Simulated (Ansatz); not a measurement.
Given:

RbCaH₃:
Space group Pm-3m (No. 221); a = b = c = 4.5154 Å, α = β = γ = 90.00°

| atom | site | symmetry | x | y | z |
|---|---|---|---|---|---|
| Rb | 1a | m-3m | 0.0000 | 0.0000 | 0.0000 |
| Ca | 1b | m-3m | 0.5000 | 0.5000 | 0.5000 |
| H | 3c | 4/mm.m | 0.0000 | 0.5000 | 0.5000 |

This is the r²SCAN-relaxed structure.

Problem. All from r²SCAN in the plane-wave PAW code Ansatz, unless another level is named. Predict the HSE06 gap on the r²SCAN cell.

Solution. 4.46 eV.

Problem. And the band gap?

Solution. 3.77 eV (direct).

Problem. What about the formation energy from the elements (no fitted shifts)?

Solution. -0.50 eV/atom.

Problem. Predict the electron effective mass.

Solution. 0.45, 0.45, 0.69 mₑ (principal values).

Problem. Give the hole effective mass with spin–orbit coupling.

Solution. 1.2, 1.2, 3.6 mₑ (principal values).

Problem. Give the valence-band maximum.

Solution. at M.

The workflow started from a Materials Project entry (that database holds measured and hypothetical structures alike); the Crystallography Open Database files this formula in space group No. 221, but the cells were not matched. Whether it is the stable phase at ambient conditions was not checked. The cell was relaxed with r²SCAN under the symmetry of its start; its stability against distortions is not shown here. The references are the lowest solids computed at this level, not always the standard phases (solids in place of the gases). Spin–orbit coupling is left out wherever it is not named.

Potentials: the later of the program's two PAW sets.
